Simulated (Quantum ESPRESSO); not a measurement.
# TiAlGeO5F: convergence and cost over cutoff and k mesh

Simulated, not a measurement. The program is pw.x of Quantum ESPRESSO 7.5 (plane-wave density functional theory). The cell is made up: 9 atoms on a corundum lattice with one site empty, with randomly drawn elements, strain and displacements, not relaxed. PseudoDojo standard norm-conserving files (v0.5 for PBE, v0.4.1 for LDA and PBEsol) set the functional; there is no spin polarisation, spin-orbit coupling or dispersion term, and the masses in the input are unused placeholders.

Input of the run in row 2:

```
&control calculation='scf', pseudo_dir='./dojo.nc.sr.pbe.v0_5.standard.upf', outdir='./o', disk_io='low', tprnfor=.true., tstress=.true. /
&system ibrav=0, nat=9, ntyp=5, nbnd=39, ecutwfc=84.00895049, nosym=.true., tot_charge=0,
 occupations='smearing', smearing='fd', degauss=0.0018374661
/
&electrons conv_thr=7.350e-09, electron_maxstep=60, /
ATOMIC_SPECIES
Al 1.0 Al.upf
F 1.0 F.upf
Ge 1.0 Ge.upf
O 1.0 O.upf
Ti 1.0 Ti.upf
CELL_PARAMETERS angstrom
2.4331 1.4048 4.4244
-2.4331 1.4048 4.4244
0.0 -2.8095 4.4244
ATOMIC_POSITIONS angstrom
Ti 0.0642 -0.0453 4.6232
Al -0.0965 0.0989 8.4933
Ge 0.0064 0.0098 11.3535
O -0.9258 1.345 7.6669
O -0.7494 -1.53 7.8171
O 1.6346 0.2053 7.7351
O 0.9732 -1.4156 5.4949
F 0.723 1.5605 5.4951
O -1.6722 -0.0574 5.4859
K_POINTS automatic
5 5 5 1 1 1
```

The same cell was run at these settings. Meshes are shifted by half a step, and differences are from the last row, which is itself not exact.

```
cutoff (eV)     k mesh  k points solved  threshold (eV)  free energy less the last row's (eV)  pressure (GPa)  largest stress difference (GPa)  largest force difference (eV/Å)  iterations  wall time (s)  k-point pools              processor
        800  2 x 2 x 2                4           1e-04                                 1.720          -24.44                            26.25                            0.102          12              8              4  AMD EPYC, Zen 5 class
       1143  5 x 5 x 5               63           1e-07                                 0.002            1.38                             0.03                            0.000          14             60              4  AMD EPYC, Zen 5 class
       1437  7 x 7 x 7              172           1e-07                                 0.000            1.41                             0.00                            0.000          14            247              4  AMD EPYC, Zen 5 class
```

Each pool is one process. Wall times include start-up and a band step at six k points, which weighs most on the coarsest meshes. The runs were on shared virtual cores whose load varied, so times are rough.